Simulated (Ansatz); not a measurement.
Data:

HfO₂:
```cif
data_Hf4O8
_chemical_formula_sum 'Hf4 O8'
_space_group_name_H-M_alt 'P 1'
_space_group_IT_number 1
_cell_length_a 5.11421
_cell_length_b 5.18193
_cell_length_c 5.29589
_cell_angle_alpha 90.000
_cell_angle_beta 99.464
_cell_angle_gamma 90.000
loop_
_space_group_symop_operation_xyz
  'x, y, z'
loop_
_atom_site_label
_atom_site_type_symbol
_atom_site_fract_x
_atom_site_fract_y
_atom_site_fract_z
_atom_site_occupancy
Hf1 Hf 0.27620 0.45815 0.70826 1
Hf2 Hf 0.72380 0.54185 0.29174 1
Hf3 Hf 0.72380 0.95815 0.79174 1
Hf4 Hf 0.27620 0.04185 0.20826 1
O1 O 0.44797 0.74233 0.97847 1
O2 O 0.55203 0.25767 0.02153 1
O3 O 0.55203 0.24233 0.52153 1
O4 O 0.44797 0.75767 0.47847 1
O5 O 0.07005 0.33376 0.34403 1
O6 O 0.92995 0.66624 0.65597 1
O7 O 0.92995 0.83376 0.15597 1
O8 O 0.07005 0.16624 0.84403 1
```

This is the r²SCAN-relaxed structure.

All from plane-wave PAW r²SCAN (Ansatz code), unless another level is named. Estimate the HSE06 gap on the r²SCAN cell.

5.69 eV.

Predict the smallest direct gap on the standard path.

4.68 eV.

And the electron effective mass?

1.0, 1.0, 5.2 mₑ (principal values).

And the hole effective mass with spin–orbit coupling?

2.1, 2.1, 8.2 mₑ (principal values).

Next, the gap with spin–orbit coupling?

4.59 eV.

Space group P2_1/c. The cell was relaxed with r²SCAN under the symmetry of its start. The run is not spin-polarised. Scalar-relativistic: spin–orbit coupling is off unless named, which matters more the heavier the elements.

Potentials: the earlier of the program's two PAW sets.
